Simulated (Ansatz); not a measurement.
BeS in space group P6_422 (No. 181; Be on 3c, S on 3d), a = 3.399 Å, b = 3.399 Å, c = 7.672 Å, α = 90.00°, β = 90.00°, γ = 120.00°.

This is the LDA-relaxed structure.

Problem. All from LDA in the plane-wave PAW code Ansatz, unless another level is named. Predict the band gap.

Solution. 2.42 eV (indirect).

Problem. And the electron effective mass?

Solution. 0.30, 0.30, 0.57 mₑ (principal values).

Problem. What about the formation energy from the elements (no fitted shifts)?

Solution. -0.85 eV/atom.

The start of the workflow was typed in or built on a structure type; neither database checked (COD, Materials Project) lists it. COD files the formula under space group No. 216. Whether it is the stable phase at ambient conditions was not checked. The LDA relaxation kept the symmetry of its start; whether a distortion lowers the energy is not shown. The references are the lowest solids computed at this level, not always the standard phases.

Potentials: the earlier of the program's two PAW sets. The files were generated under PBE; for other functionals the program regenerates the frozen cores, and for LDA and PBEsol the local potential too.
